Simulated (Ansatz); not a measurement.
The guess for Zr3MoS was made by a generator: random cell by space group and Wyckoff sites (P4/mmm, No. 123). Lengths were set from tabulated atomic sizes, so they are only a guess.

Space group P4/mmm (No. 123). a = 4.210 Å, b = 4.210 Å, c = 6.051 Å, α = 90.00°, β = 90.00°, γ = 90.00°
```
atom  site  symmetry       x       y       z
  Zr    2g       4mm  0.0000  0.0000  0.6941
  Zr    1c     4/mmm  0.5000  0.5000  0.0000
  Mo    1d     4/mmm  0.5000  0.5000  0.5000
   S    1a     4/mmm  0.0000  0.0000  0.0000
```

Theory: DFT PBE, scalar-relativistic, plane waves, PAW (Ansatz 0.2.0). Cutoff 420 eV, Gaussian smearing, Γ-centred meshes. Cell and atoms relax first on a coarse mesh and then on a finer one. In between, the cell is made exact in the group found at 0.06 Å. In metals the finer mesh still leaves noise of several meV/atom or more. The steps can't lower the symmetry of their start. Collinear spin, starting moments Mo 1.0 μB; they died out on the coarse mesh, so the last step has no spin.

A guess keeps its type if space group and coordination stay and the shape of the cell changes little (axis ratios within about 15 %, angles within 6°); the volume may change.

**Question.** Will the relaxed cell still be of the starting type?

**Answer.** It doesn't keep its type. The symmetry stays P4/mmm (No. 123). The volume per atom shrinks by 6.0 %, from 21.5 to 20.2 Å³. The shortest distance goes from 1.85 Å (Zr–S) to 2.49 Å (Zr–S). The ratio c/a of the conventional cell changes by a factor of 1.61. Counting neighbours within 15 % of an atom's shortest distance, the start has Mo 10, S 2, Zr 1/6 and the end Mo 8, S 6, Zr 4/5. In detail, at the end Zr on a site of symmetry 4mm has 1 S at 2.55 Å, 4 Mo at 2.92 Å, 1 Zr at 3.03 Å and 8 Zr at 3.52–3.56 Å; around Mo lie 8 Zr at 2.92 Å; S has 6 Zr at 2.49–2.55 Å; 1 more site not described.

```
CELL_PARAMETERS angstrom
3.52224 0.00000 0.00000
0.00000 3.52224 0.00000
0.00000 0.00000 8.12568
ATOMIC_POSITIONS crystal
Zr 0.00000 0.00000 0.68663
Zr 0.00000 0.00000 0.31337
Zr 0.50000 0.50000 0.00000
Mo 0.50000 0.50000 0.50000
S 0.00000 0.00000 0.00000
```

Energies over the elements count from the elements' standard structures at the same level, with no fitted energy shifts.

**Question.** At what energy does it end?

**Answer.** −0.60 eV/atom.

The last run used a 10×10×6 mesh (in the run's order of axes) for its 5-atom cell and Gaussian smearing of 0.10 eV. The reference form of S is held partly by dispersion forces, which this level lacks. Symmetry constrained the relaxation, so the result can be a saddle point. Another cell of Zr3MoS relaxed alike, in P4mm, lies 16 meV/atom lower, so this cell isn't the stable form at this level.

In counts of neighbours, a slash parts the counts of unlike sites.
